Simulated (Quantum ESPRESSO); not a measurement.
# Band energies of ZnSe at +1 % isotropic strain

```
ZnSe
1.0
    0.00000     2.84457     2.84457
    2.84457     0.00000     2.84457
    2.84457     2.84457     0.00000
Zn Se
1 1
Direct
  0.00000   0.00000   0.00000
  0.25000   0.25000   0.25000
```

PBEsol (Quantum ESPRESSO, PseudoDojo norm-conserving, 86 Ry, without SOC); path ΓXWKΓLUWLK,UX; energies in eV from the valence-band maximum.

```
k (1/Å)  point  band 14  band 15  band 16  band 17  band 18  band 19  band 20  band 21
-------  -----  -------  -------  -------  -------  -------  -------  -------  -------
0.00         Γ    -6.15    -6.15     0.00     0.00     0.00     1.13     5.76     5.76
0.55              -6.17    -6.12    -2.89    -1.24    -1.24     3.85     3.90     7.95
1.10         X    -6.10    -5.97    -4.73    -2.16    -2.16     2.88     3.39    10.51
1.66         W    -6.18    -5.86    -4.66    -2.75    -2.64     5.37     5.47     6.85
1.79              -6.15    -5.87    -4.66    -2.90    -2.36     4.69     5.53     7.30
2.05         K    -6.13    -5.89    -4.69    -3.07    -1.77     3.49     5.50     8.89
2.37              -6.16    -6.07    -4.34    -2.76    -1.06     4.04     6.26     7.07
2.90              -6.16    -6.14    -1.80    -0.61    -0.13     2.63     5.46     6.03
3.22         Γ    -6.15    -6.15     0.00     0.00     0.00     1.13     5.76     5.76
3.54              -6.15    -6.15    -1.92    -0.25    -0.25     2.42     5.78     6.15
4.07              -6.13    -6.08    -5.02    -0.83    -0.83     2.45     6.34     6.34
4.17         L    -6.13    -5.99    -5.20    -0.86    -0.86     2.43     6.32     6.32
4.66              -6.13    -5.92    -4.76    -2.83    -1.49     3.74     5.99     7.97
4.85         U    -6.13    -5.89    -4.69    -3.07    -1.77     3.49     5.50     8.89
5.14              -6.16    -5.86    -4.66    -2.86    -2.45     4.93     5.52     7.12
5.24         W    -6.18    -5.86    -4.66    -2.75    -2.64     5.37     5.47     6.85
5.63              -6.14    -5.94    -4.87    -2.40    -1.45     4.13     5.45     7.32
6.02         L    -6.13    -5.99    -5.20    -0.86    -0.86     2.43     6.32     6.32
6.19              -6.13    -5.98    -5.13    -1.33    -0.96     2.94     5.98     6.59
6.61              -6.13    -5.90    -4.69    -3.07    -1.67     3.60     5.84     8.42
6.70         K    -6.13    -5.89    -4.69    -3.07    -1.77     3.49     5.50     8.89
6.70         U    -6.13    -5.89    -4.69    -3.07    -1.77     3.49     5.50     8.89
7.09         X    -6.10    -5.97    -4.73    -2.16    -2.16     2.88     3.39    10.51
```

The PBEsol gap is direct, 1.13 eV at Γ.

Spin-orbit splittings are left out.

Geometry strained from the cell relaxed with PBEsol, atoms relaxed again.
